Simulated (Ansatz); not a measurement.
A relaxed cell of ZnReH is given with its symmetry left out. The cell was found from a structure generator's guess, not taken from experiment.

Computed with DFT PBE, scalar-relativistic, plane waves, PAW in Ansatz. Cutoff 420 eV, Γ-centred mesh, Gaussian smearing, no spin polarisation.

```xyz
3
Lattice="3.5578 0.0000 0.0000 0.0000 3.5578 0.0000 0.0000 0.0000 3.3634" Properties=species:S:1:pos:R:3 pbc="T T T"
Zn    0.0000    0.0000    0.0000
Re    1.7789    1.7789    0.0000
H     1.7789    1.7789    1.6817
```

The zero of energy is the elements' standard structures at the same level (H₂ as a molecule); no fitted shifts are applied.

Task: Find its symmetry and describe it.

Result: P4/mmm (No. 123). Conventional cell: a = 3.558 Å, c = 3.363 Å. Zn has 4 Re at 2.52 Å; Re is surrounded by 2 H at 1.68 Å and 4 Zn at 2.52 Å; H is surrounded by 2 Re at 1.68 Å.

Task: How far does it lie from the elements in energy?

Result: +1.08 eV/atom. A positive value: parting into the elements would lower its energy.

Task: Is it a metal?

Result: Yes, bands cross the Fermi level on the 14×14×14 mesh.

The last run used a 14×14×14 mesh for its 3-atom cell and Gaussian smearing of 0.10 eV. These runs have no spin–orbit coupling, which can matter for Re. With hydrogen, zero-point motion can shift formation energies by some tens of meV/atom. A structure relaxed within its symmetry needn't be a true minimum. Another cell of ZnReH relaxed alike but with spin, in P4/mmm, lies 0.58 eV/atom lower, so this cell isn't the stable form at this level.
